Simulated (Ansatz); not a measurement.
All numbers below come from Ansatz, DFT PBE, scalar-relativistic, plane waves, PAW. All cells share a 420 eV cutoff and Γ-centred k meshes spaced about 0.3 Å⁻¹ or finer (0.25 for metals, 2π included). No spin polarisation.

These are static total energies at zero pressure.

Compare these two cells of Cd₄Se₃, each relaxed at this level.

A.

Space group P-43m (No. 215). a = 5.793 Å, b = 5.793 Å, c = 5.793 Å, α = 90.00°, β = 90.00°, γ = 90.00°
| atom | site | symmetry | x | y | z |
| --- | --- | --- | --- | --- | --- |
| Cd | 4e | .3m | 0.7076 | 0.7076 | 0.7076 |
| Se | 3d | -42.m | 0.0000 | 0.0000 | 0.5000 |

B.

Space group Cmmm (No. 65). a = 7.379 Å, b = 12.700 Å, c = 3.995 Å, α = 90.00°, β = 90.00°, γ = 90.00°
| atom | site | symmetry | x | y | z |
| --- | --- | --- | --- | --- | --- |
| Cd | 4j | m2m | 0.5000 | 0.7144 | 0.5000 |
| Cd | 4g | 2mm | 0.6953 | 0.0000 | 0.0000 |
| Se | 4e | ..2/m | 0.2500 | 0.2500 | 0.0000 |
| Se | 2d | mmm | 0.0000 | 0.0000 | 0.5000 |

Question: Which would you expect to be lower, and how large is the difference?

Answer: A is lower, by 30 meV/atom. A has space group P-43m (No. 215), 27.8 Å³/atom and a gap of 0.32 eV on its mesh; B has space group Cmmm (No. 65), 26.7 Å³/atom and no gap. Counting Se atoms around Cd (those within 1.25 times the shortest such distance or 1.15 times the sum of covalent radii; a slash parts the counts of unlike sites), A has Cd 3 and B has Cd 4/5. The lower one is the more open, so pressure narrows the difference. In A, Cd is surrounded by 3 Se at 2.68 Å; Se is surrounded by 4 Cd at 2.68 Å. In B, around Cd on a site of symmetry m2m lie 5 Se at 2.72–2.76 Å; Cd on a site of symmetry 2mm has 1 Cd at 2.88 Å, 2 Se at 3.01 Å and 2 Se at 3.20 Å; Se on a site of symmetry 2/m is surrounded by 4 Cd at 2.76 Å and 2 Cd at 3.20 Å; 1 more site not described. Both come from trial cells of a structure search, whose lowest cell (P1, 32.1 Å³/atom) lies 121 meV/atom below the lower of the two.

Kohn–Sham gaps at this level usually fall short of measured ones. Small gaps are read on the mesh alone, and bands can cross between its points. With atoms moved at random, A (by 60 meV/atom) fell into a lower structure. B had no clear such test and can be a saddle point. Some candidate types were left out of the draw beforehand, so a known form may be missing.
